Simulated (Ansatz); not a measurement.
MgSe (rock salt, space group No. 225) under volume change, the program Ansatz at the r²SCAN level (PAW), scaled uniformly.

| V (Å³/atom) | E − E(relaxed) (meV/atom) | P (GPa) |
|---|---|---|
| 18.640 | 40.1 | 7.56 |
| 19.254 | 16.9 | 4.64 |
| 19.869 | 4.0 | 2.14 |
| 20.483 | 0.0 | 0.00 |
| 21.098 | 3.6 | -1.85 |
| 21.712 | ___ | ___ |
| 22.327 | ___ | ___ |

Task: Fill in the missing entries.

Result: 
- 21.712, E − E(relaxed) (meV/atom): 13.8
- 21.712, P (GPa): -3.43
- 22.327, E − E(relaxed) (meV/atom): 29.7
- 22.327, P (GPa): -4.79

Task: What does a third-order Birch–Murnaghan fit give for V₀, B₀ and B′?

Result: V₀ = 20.48 Å³/atom, B₀ = 66.2 GPa, B′ = 4.1.

Space group Fm-3m (rock salt). The cell was relaxed with r²SCAN under the symmetry of its start.

Potentials: the later of the program's two PAW sets.
